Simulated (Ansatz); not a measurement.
Relaxing a structure of ScSi

The relaxed structure here is a generated cell of ScSi: the first start was made by placing the elements on the sites of a structure type, and the end was not matched to a known phase here, so it may be hypothetical.

The start is a generated cell, ScSi placed in the AFLOW prototype AB_hP12_186_a2b_a2b (B6, as in SiC). The structure is fully relaxed (lattice and positions, P = 0) with PBEsol (plane waves to 420 eV, PAW, scalar-relativistic; Ansatz, a first-principles code). The first steps use a coarse 6×6×1 k-mesh.

Starting cell:
```yaml
crystal:
  lattice:
    - [3.69050, 0.00000, 0.00000]
    - [-1.84525, 3.19607, 0.00000]
    - [0.00000, 0.00000, 18.10913]
  atoms:
    - { symbol: Si, position: [0.00000, 0.00000, 0.00000] }
    - { symbol: Si, position: [0.00000, 0.00000, 0.50000] }
    - { symbol: Si, position: [0.66667, 0.33333, 0.83325] }
    - { symbol: Si, position: [0.33333, 0.66667, 0.33325] }
    - { symbol: Si, position: [0.66667, 0.33333, 0.16650] }
    - { symbol: Si, position: [0.33333, 0.66667, 0.66650] }
    - { symbol: Sc, position: [0.00000, 0.00000, 0.87460] }
    - { symbol: Sc, position: [0.00000, 0.00000, 0.37460] }
    - { symbol: Sc, position: [0.66667, 0.33333, 0.70785] }
    - { symbol: Sc, position: [0.33333, 0.66667, 0.20785] }
    - { symbol: Sc, position: [0.66667, 0.33333, 0.04150] }
    - { symbol: Sc, position: [0.33333, 0.66667, 0.54150] }
```

- Initial pressure: +43 GPa (positive: the cell is compressed)
- Outcome: The space group stays P6₃mc (No. 186) (the run could not lower it), with 12 atoms in the primitive cell
- Energy released: 1.91 eV/atom
- Volume change: +11.5 %, from 17.80 to 19.84 Å³/atom
- Shortest distances (start → end): The closest pairs of elements (up to four, under 3.6 Å), start → end: Sc–Si 2.26 → 2.55 Å; Si–Si 3.69 → 2.60 Å; Sc–Sc 3.69 → 3.19 Å
- Optimiser moves: 36

Final structure:

```cif
data_Sc6Si6
_chemical_formula_sum 'Si6 Sc6'
_space_group_name_H-M_alt 'P63mc'
_space_group_IT_number 186
_space_group_name_Hall 'P 6c -2c'
_cell_length_a 4.22770
_cell_length_b 4.22770
_cell_length_c 15.38180
_cell_angle_alpha 90.000
_cell_angle_beta 90.000
_cell_angle_gamma 120.000
loop_
_atom_site_label
_atom_site_type_symbol
_atom_site_symmetry_multiplicity
_atom_site_Wyckoff_symbol
_atom_site_fract_x
_atom_site_fract_y
_atom_site_fract_z
_atom_site_occupancy
Si1 Si 2 a 0.00000 0.00000 0.44387 1
Si2 Si 2 b 0.33333 0.66667 0.18958 1
Si3 Si 2 b 0.66667 0.33333 0.24713 1
Sc1 Sc 2 a 0.00000 0.00000 0.13690 1
Sc2 Sc 2 b 0.33333 0.66667 0.35554 1
Sc3 Sc 2 b 0.33333 0.66667 0.00328 1
```

Final values are on a 10×10×3 k-mesh of the relaxed cell. No spin polarisation in the result.

The run could not lose the symmetry of its start: the end is stationary, and may be a saddle point rather than a minimum.
